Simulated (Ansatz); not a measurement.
An Ansatz (an electronic-structure program) input:

Ansatz 0.2 input:
```yaml
crystal:
  lattice:
    - [4.067931486, 0.0, 0.0]
    - [-2.033965743, 3.5229320077, 0.0]
    - [0.0, 0.0, 7.2701581932]
  atoms:
    - { symbol: Pb, position: [0.0, 0.0, 0.0] }
    - { symbol: Pb, position: [0.0, 0.0, 0.5] }
    - { symbol: S, position: [0.3333333333, 0.6666666667, 0.75] }
    - { symbol: S, position: [0.6666666667, 0.3333333333, 0.25] }
kpoints:
  mp_grid: { grid: [6, 6, 3] }
hamiltonian:
  xc: hse06
  pseudopotentials: { kind: paw }
scf:
  n_extra_bands: 6
  occupations: { method: gaussian, width: 0.02 }
output:
  eigenvalues: true
  eigenstates:
    e_range: [-9.0, 8.0]
    kpoints:
      - [0.0, 0.0, 0.0]  # GAMMA
      - [0.0, 0.0, 0.5]  # A
      - [0.3333333333, 0.3333333333, 0.0]  # K
      - [0.3333333333, 0.3333333333, 0.5]  # H
      - [0.5, 0.0, 0.0]  # M
      - [0.5, 0.0, 0.5]  # L
```

Q: How many symmetry operations and irreducible k-points will the run report?

A: 24 operations, 14 of 108 k-points.

Q: With a cutoff of 420 eV, how many plane waves at Γ?

A: 2005.

It took very roughly 2.2 core-minutes on shared server cores.

Space group P6_3/mmc (NiAs type). The first step of the workflow began from a Materials Project structure, measured or hypothetical; the Crystallography Open Database copy checked does not list it. It is not the phase usual at ambient conditions (space group No. 225). The cell was relaxed with PBEsol under the symmetry of its start; whether a distortion lowers the energy is not shown. Scalar-relativistic: spin–orbit coupling is off unless named, which matters more the heavier the elements.

Potentials: the later of the program's two PAW sets.

Ansatz is a plane-wave DFT program.
